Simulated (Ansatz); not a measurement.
Rh (fcc (Cu type)), relaxed with PBE+D3(BJ) (Ansatz, an electronic-structure program, plane waves, PAW): a = 3.7935 Å, b = 3.7935 Å, c = 3.7935 Å, α = 90.00°, β = 90.00°, γ = 90.00°.

Problem. The same phase is relaxed and computed with r²SCAN in the same code. What is the cell now?

Solution. a = 3.800 Å, b = 3.800 Å, c = 3.800 Å, α = 90.00°, β = 90.00°, γ = 90.00°.

All cells were relaxed under the symmetry of their starts (and spin orders); stability against distortions was not tested throughout. Rows with no word on spin ran without spin polarisation. Scalar-relativistic: spin–orbit coupling is off unless named, which matters more the heavier the elements.

Potentials: the earlier of the program's two PAW sets.

Ansatz is a plane-wave DFT program.
